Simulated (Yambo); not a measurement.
BSE-type run in Yambo on a free-standing MoS$_{2}$ monolayer (symmetry P-6m2, slab cell 16.1 Å high) under biaxial strain of +1.5 % in the plane, at zero momentum.

Quantum ESPRESSO step (PBEsol, PseudoDojo standard norm-conserving files, scalar-relativistic):
```
&CONTROL
  calculation = 'nscf'
  pseudo_dir = './pseudo'
  outdir = './out'
/
&SYSTEM
  ibrav = 0
  nat = 3
  ntyp = 2
  ecutwfc = 80.0
  ecutrho = 320.0
  occupations = 'fixed'
  force_symmorphic = .true.
  nbnd = 43
  assume_isolated = '2D'
/
&ELECTRONS
  conv_thr = 3.0000000000000004e-09
  diago_full_acc = .true.
  diago_thr_init = 1e-08
/
ATOMIC_SPECIES
S 32.0600 S.upf
Mo 95.9500 Mo.upf
CELL_PARAMETERS angstrom
  3.188109027595   0.000000000000   0.000000000000
 -1.594054513797   2.760983407932   0.000000000000
  0.000000000000   0.000000000000  16.099998037865
ATOMIC_POSITIONS crystal
S   0.666666667000   0.333333333000  -0.095811101900
S   0.666666667000   0.333333333000   0.095811101900
Mo   0.000000000333   0.000000000000   0.000000000000
K_POINTS automatic
18 18 1 0 0 0
```

Yambo input:
```
rim_cut
rim_w
optics
bse
bss
dipoles
em1s
RandQpts= 1000000
RandGvec= 2 Ry
CUTGeo= "slab z"
RandGvecW= 1000 mRy
FFTGvecs= 30 Ry
Chimod= "HARTREE"
BSKmod= "SEX"
BSEmod= "resonant"
BSSmod= "hs"
BSENGexx= 10 Ry
BSENGBlk= 3 Ry
% KfnQP_E
 0.794 | 1.0 | 1.0 |
%
% BSEQptR
 1 | 1 |
%
% BSEBands
 8 | 17 |
%
% BEnRange
 0.0 | 7.6 | eV
%
% BDmRange
 0.1 | 0.1 | eV
%
BEnSteps= 152
% BLongDir
 1.0 | 0.0 | 0.0 |
%
BSHayTrs= -0.02
BSSNEig= 24
WRbsWF
% BndsRnXs
 2 | 38 |
%
NGsBlkXs= 3 Ry
% LongDrXs
 1.0 | 1.0 | 0.0 |
%
```

From the report:

The dimension is k points × valence × conduction bands = 324 × 6 × 4 = 7776.
```
   [SLEPC] Approach                          : Krylov-Schur
   [SLEPC] Number of requested eigenvalues   :  24
   [SLEPC] Number of eigenvalues        [NEV]:  24
    [K] Dimension                                    :   7776
    [K] Bands                                        :   8  17
    [K] Exchange res                                 : yes
    [K] Correlation res                              : yes
    [K] W interaction is bare                        : no
    [K] RL vectors exchange                          :   469
    [K] RL vectors correlation                       :   97
    [W] Matrix size                                  :   97
    [W] Bands                                        :    2   38
    [W] Coulomb Cutoff                               : slab z
    [W] Hxc Kernel                                   : HARTREE
```

Spin-orbit coupling is not included.

Geometry strained from the cell relaxed with PBEsol, atoms relaxed again.
